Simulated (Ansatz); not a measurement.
SrGeAu$_{3}$:
```yaml
crystal:
  lattice:
    - [6.20001, 0.00000, 0.00000]
    - [0.00000, 6.20001, 0.00000]
    - [0.00000, 0.00000, 5.57972]
  atoms:
    - { symbol: Au, position: [0.25000, 0.25000, 0.50000] }
    - { symbol: Au, position: [0.25000, 0.75000, 0.50000] }
    - { symbol: Au, position: [0.75000, 0.75000, 0.50000] }
    - { symbol: Au, position: [0.75000, 0.25000, 0.50000] }
    - { symbol: Au, position: [0.50000, 0.00000, 0.82075] }
    - { symbol: Au, position: [0.00000, 0.50000, 0.17925] }
    - { symbol: Ge, position: [0.50000, 0.00000, 0.26173] }
    - { symbol: Ge, position: [0.00000, 0.50000, 0.73827] }
    - { symbol: Sr, position: [0.50000, 0.50000, 0.00000] }
    - { symbol: Sr, position: [0.00000, 0.00000, 0.00000] }
```

Relaxed with PBEsol. Special points in fractions of this cell's reciprocal vectors: Γ (0.000, 0.000, 0.000); X (0.000, 0.500, 0.000); M (0.500, 0.500, 0.000); Z (0.000, 0.000, 0.500); R (0.000, 0.500, 0.500); A (0.500, 0.500, 0.500).

Problem. List the band energies nearest the Fermi level at these points for PBEsol with spin–orbit coupling in the plane-wave PAW code Ansatz.

Solution. In eV from the Fermi level; about four levels below and three above (degenerate sets whole), none deeper than 8.9 eV; points with the same levels are listed once.

```csv
k,below,above
Γ,-1.33 -1.33 -0.86 -0.86,0.73 0.73 0.88 0.88
X,-0.81 -0.81 -0.81 -0.81,1.29 1.29 1.29 1.29
M,-0.44 -0.44 -0.44 -0.44,1.65 1.65 1.65 1.65
Z,-1.09 -1.09 -0.14 -0.14,0.43 0.43 0.49 0.49
R,-0.01 -0.01 -0.01 -0.01,0.37 0.37 0.37 0.37
A,-1.76 -1.76 -1.76 -1.76,1.88 1.88 1.88 1.88
```

Space group P4/nmm. The workflow started from an entry of the Crystallography Open Database (COD, 295 K). Whether it is the stable phase at ambient conditions was not checked. The cell was relaxed with PBEsol under the symmetry of its start; its stability against distortions is not shown here.

Potentials: the later of the program's two PAW sets.
